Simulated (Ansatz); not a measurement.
InSb (zinc blende, F-43m) under volume change, plane-wave PAW PBE (Ansatz code), scaled uniformly.

| V (Å³/atom) | E − E(relaxed) (meV/atom) | P (GPa) |
|---|---|---|
| 33.226 | 40.8 | 4.36 |
| 34.322 | 17.0 | 2.65 |
| 35.417 | 4.0 | 1.21 |
| 36.513 | 0.0 | 0.00 |
| 37.608 | 3.6 | -1.01 |
| 38.703 | 13.4 | -1.86 |
| 39.799 | 28.6 | -2.56 |

Question: What does a third-order Birch–Murnaghan fit give for V₀, B₀ and B′?

Answer: V₀ = 36.51 Å³/atom, B₀ = 36.7 GPa, B′ = 4.9.

The PBE relaxation kept the symmetry of its start; phonons on a q-mesh show no instability. Scalar-relativistic: spin–orbit coupling is off unless named, which matters more the heavier the elements.

Potentials: the later of the program's two PAW sets.
